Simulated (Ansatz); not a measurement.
Os (fcc, Cu type)

```
CELL_PARAMETERS angstrom
      0.00000     1.91027     1.91027
      1.91027     0.00000     1.91027
      1.91027     1.91027     0.00000
ATOMIC_POSITIONS crystal
  Os 0.00000 0.00000 0.00000
```

The volume is varied about the relaxed value V₀ at fixed cell shape. Symmetry pins the atoms to their sites.

These are PBEsol (plane waves to 420 eV, PAW, scalar-relativistic; Ansatz, a program for electronic structure) values and carry that method's errors. k mesh 21×21×21 (Γ-centred), Fermi-Dirac smearing 0.05 eV. Energies are smeared free energies. Compression counts positive. Os is run without spin polarisation. Os was relaxed with its symmetry unable to fall. Spin-orbit coupling is left out, though Os is heavy. This is one of several known forms of Os; the measured ambient cells at hand have space group No. 194. The zero of ΔE is the relaxed starting cell. The last digit holds for this mesh only.

```json
[
 {"V (Å³/atom)": "11.711", "ΔE (meV/atom)": "withheld"},
 {"V (Å³/atom)": "12.083", "ΔE (meV/atom)": "430.1"},
 {"V (Å³/atom)": "12.454", "ΔE (meV/atom)": "260.1"},
 {"V (Å³/atom)": "12.826", "ΔE (meV/atom)": "138.4"},
 {"V (Å³/atom)": "13.198", "ΔE (meV/atom)": "58.3"},
 {"V (Å³/atom)": "13.570", "ΔE (meV/atom)": "13.8"},
 {"V (Å³/atom)": "13.942", "ΔE (meV/atom)": "0.0"},
 {"V (Å³/atom)": "14.313", "ΔE (meV/atom)": "12.5"},
 {"V (Å³/atom)": "14.685", "ΔE (meV/atom)": "47.5"},
 {"V (Å³/atom)": "15.057", "ΔE (meV/atom)": "101.8"},
 {"V (Å³/atom)": "15.429", "ΔE (meV/atom)": "172.7"},
 {"V (Å³/atom)": "15.800", "ΔE (meV/atom)": "257.6"},
 {"V (Å³/atom)": "16.172", "ΔE (meV/atom)": "354.4"}
]
```

Problem. Fit a third-order Birch-Murnaghan form (E₀, V₀, B₀, B₀′ free) to the given rows and predict ΔE at V = 11.711.

Solution. Least squares on the 12 given rows: ΔE = E₀ + (9V₀B₀/16)·y²·[2 + (B₀′ − 4)y], y = (V₀/V)^(2/3) − 1, with V₀ = 13.941 Å³/atom, B₀ = 422.9 GPa (160.2 GPa = 1 eV/Å³; the term in eV is multiplied by 1000), B₀′ = 4.75, E₀ = 0.12 meV/atom; root-mean-square residual 0.12 meV/atom. At 11.711 the fit gives 657.8 meV/atom; the calculation gives 656.6 meV/atom, so the extrapolation is off by 1.2 (+0.2 %). For the pressure the fit gives 111.8 GPa against the computed 111.1 GPa.

(Under strain, the slope of the energy per volume gives the stress and its curvature an elastic modulus.)
